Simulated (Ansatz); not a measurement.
Hf₂N₂O:
```cif
data_Hf12N12O6
_chemical_formula_sum 'Hf12 N12 O6'
_space_group_name_H-M_alt 'C2/m'
_space_group_IT_number 12
_space_group_name_Hall '-C 2y'
_cell_length_a 13.55103
_cell_length_b 3.23978
_cell_length_c 8.12566
_cell_angle_alpha 90.000
_cell_angle_beta 100.351
_cell_angle_gamma 90.000
loop_
_atom_site_label
_atom_site_type_symbol
_atom_site_symmetry_multiplicity
_atom_site_Wyckoff_symbol
_atom_site_fract_x
_atom_site_fract_y
_atom_site_fract_z
_atom_site_occupancy
Hf1 Hf 4 i 0.03098 0.00000 0.80822 1
Hf2 Hf 4 i 0.37014 0.00000 0.52594 1
Hf3 Hf 4 i 0.19470 0.50000 0.13140 1
N1 N 4 i 0.46435 0.00000 0.34393 1
N2 N 4 i 0.32807 0.50000 0.03632 1
N3 N 4 i 0.12671 0.00000 0.28491 1
O1 O 4 i 0.21085 0.00000 0.61731 1
O2 O 2 b 0.00000 0.50000 0.00000 1
```
(The calculation used a cell of 15 atoms; values per cell refer to that cell.)

Relaxed with PBEsol.

Task: Which orbitals make up the states near the band edges in plane-wave PAW PBEsol (Ansatz code)?

Result: Top 1 eV of the valence band: N 2p 71 %, O 2p 13 %, Hf 5d 11 %. Bottom 1 eV of the conduction band: Hf 5d 78 %, N 2p 10 %. Projections are on Löwdin-orthogonalised atomic valence shells; empty p or d shells of many metals are not among them.

Task: Tabulate the density of states.

Result: States/eV per cell of 15 atoms, in 0.25 eV bins, energy from the valence-band maximum.

| E (eV) | total | Hf 5d | N 2p | O 2p |
|---|---|---|---|---|
| -7.86 | 0.00 | 0.00 | 0.00 | 0.00 |
| -7.61 | 0.00 | 0.00 | 0.00 | 0.00 |
| -7.36 | 0.00 | 0.00 | 0.00 | 0.00 |
| -7.11 | 0.00 | 0.00 | 0.00 | 0.00 |
| -6.86 | 0.00 | 0.00 | 0.00 | 0.00 |
| -6.61 | 0.00 | 0.00 | 0.00 | 0.00 |
| -6.36 | 0.00 | 0.00 | 0.00 | 0.00 |
| -6.11 | 0.45 | 0.14 | 0.14 | 0.12 |
| -5.86 | 2.31 | 0.67 | 0.69 | 0.67 |
| -5.61 | 4.25 | 1.17 | 1.19 | 1.41 |
| -5.36 | 7.96 | 2.12 | 2.06 | 2.97 |
| -5.11 | 8.75 | 2.20 | 2.17 | 3.53 |
| -4.86 | 10.03 | 2.45 | 2.20 | 4.55 |
| -4.61 | 8.95 | 2.16 | 1.91 | 4.20 |
| -4.36 | 10.70 | 2.68 | 2.60 | 4.83 |
| -4.11 | 13.34 | 3.74 | 4.02 | 4.93 |
| -3.86 | 12.70 | 3.67 | 4.74 | 3.71 |
| -3.61 | 11.87 | 3.19 | 4.07 | 4.08 |
| -3.36 | 10.75 | 2.82 | 4.40 | 2.99 |
| -3.11 | 6.44 | 1.50 | 3.11 | 1.43 |
| -2.86 | 8.38 | 1.88 | 4.19 | 1.80 |
| -2.61 | 10.93 | 2.36 | 5.75 | 2.17 |
| -2.36 | 9.92 | 2.01 | 5.44 | 1.87 |
| -2.11 | 9.56 | 1.78 | 5.25 | 1.96 |
| -1.86 | 10.19 | 1.88 | 5.70 | 2.08 |
| -1.61 | 11.09 | 1.99 | 6.50 | 2.08 |
| -1.36 | 10.77 | 1.66 | 6.62 | 1.99 |
| -1.11 | 11.61 | 1.66 | 7.63 | 1.74 |
| -0.86 | 7.89 | 1.04 | 5.31 | 1.15 |
| -0.61 | 8.49 | 0.95 | 5.95 | 1.15 |
| -0.36 | 7.43 | 0.74 | 5.49 | 0.86 |
| -0.11 | 1.26 | 0.09 | 0.98 | 0.13 |
| 0.14 | 0.00 | 0.00 | 0.00 | 0.00 |
| 0.39 | 0.00 | 0.00 | 0.00 | 0.00 |
| 0.64 | 0.00 | 0.00 | 0.00 | 0.00 |
| 0.89 | 0.00 | 0.00 | 0.00 | 0.00 |
| 1.14 | 0.00 | 0.00 | 0.00 | 0.00 |
| 1.39 | 0.00 | 0.00 | 0.00 | 0.00 |
| 1.64 | 0.00 | 0.00 | 0.00 | 0.00 |
| 1.89 | 0.37 | 0.26 | 0.06 | 0.01 |
| 2.14 | 1.71 | 1.28 | 0.24 | 0.07 |
| 2.39 | 2.82 | 2.24 | 0.33 | 0.07 |
| 2.64 | 3.42 | 2.70 | 0.32 | 0.11 |
| 2.89 | 6.72 | 5.28 | 0.61 | 0.29 |
| 3.14 | 5.58 | 4.30 | 0.61 | 0.25 |
| 3.39 | 4.62 | 3.53 | 0.53 | 0.20 |
| 3.64 | 4.85 | 3.84 | 0.46 | 0.21 |
| 3.89 | 7.45 | 6.00 | 0.58 | 0.30 |
| 4.14 | 8.85 | 7.06 | 0.62 | 0.36 |
| 4.39 | 11.12 | 8.68 | 0.95 | 0.50 |
| 4.64 | 9.23 | 7.07 | 0.98 | 0.40 |
| 4.89 | 8.21 | 6.34 | 0.81 | 0.30 |
| 5.14 | 7.97 | 6.25 | 0.70 | 0.28 |
| 5.39 | 10.86 | 8.46 | 0.98 | 0.41 |
| 5.64 | 10.18 | 7.74 | 1.00 | 0.38 |
| 5.89 | 12.35 | 9.00 | 1.35 | 0.50 |
| 6.14 | 11.36 | 8.21 | 1.21 | 0.47 |
| 6.39 | 7.98 | 5.45 | 0.85 | 0.37 |
| 6.64 | 8.13 | 5.41 | 0.88 | 0.41 |

The workflow started from a Materials Project entry (that database holds measured and hypothetical structures alike); the Crystallography Open Database copy checked does not list it. Its standing as an ambient phase is unchecked. The PBEsol relaxation kept the symmetry of its start; whether a distortion lowers the energy is not shown. The run is not spin-polarised. Scalar-relativistic: spin–orbit coupling is off unless named, which matters more the heavier the elements.

Potentials: the later of the program's two PAW sets.
